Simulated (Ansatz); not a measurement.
# Stress against strain in Li

```
CELL_PARAMETERS angstrom
0.00000 2.20200 2.20200
2.20200 0.00000 2.20200
2.20200 2.20200 0.00000
ATOMIC_POSITIONS crystal
Li 0.00000 0.00000 0.00000
```

The cell is COD entry 9008473, as deposited and not checked against the literature; nothing was relaxed.

Computed with Ansatz 0.2.0, DFT, PBEsol, all-electron LAPW, scalar-relativistic.

Settings: a Γ-centred 13×13×13 k mesh, Fermi–Dirac smearing of 0.08 eV, basis error target 0.25 meV/atom, no spin polarisation.

The strain is applied along the Cartesian axes of the cell as listed (the other components stay zero). Fractional coordinates are held (clamped ions).

σ is the change of stress from the unstrained cell, which is at -0.67 GPa; tension is positive, so slopes are stress–strain coefficients at that pressure. In a metal the k mesh adds noise.

Only quantities that a quadratic follows smoothly over the whole series are listed; rougher ones are left out.

```tsv
εxx = εyy	σzz (GPa)	σxx (GPa)
-0.0300	-0.75	-0.77
-0.0200	-0.48	-0.49
-0.0100	-0.23	-0.24
0.0000	0.00	0.00
0.0200	0.41	0.42
0.0300	0.59	0.61
```

Fit the series and read off the stiffness at zero strain.

Least-squares fits y = p0 + p1 x + p2 x² to the rows give σzz (GPa): p1 = 22.3, p2 = -90; σxx (GPa): p1 = 22.9, p2 = -88. So 2 C12 = 22 GPa and C11 + C12 = 23 GPa.

One run, at εxx = εyy = 0.0100, is withheld. Predict its row.

The fits give 0.22, 0.22; the run gave 0.21, 0.22.
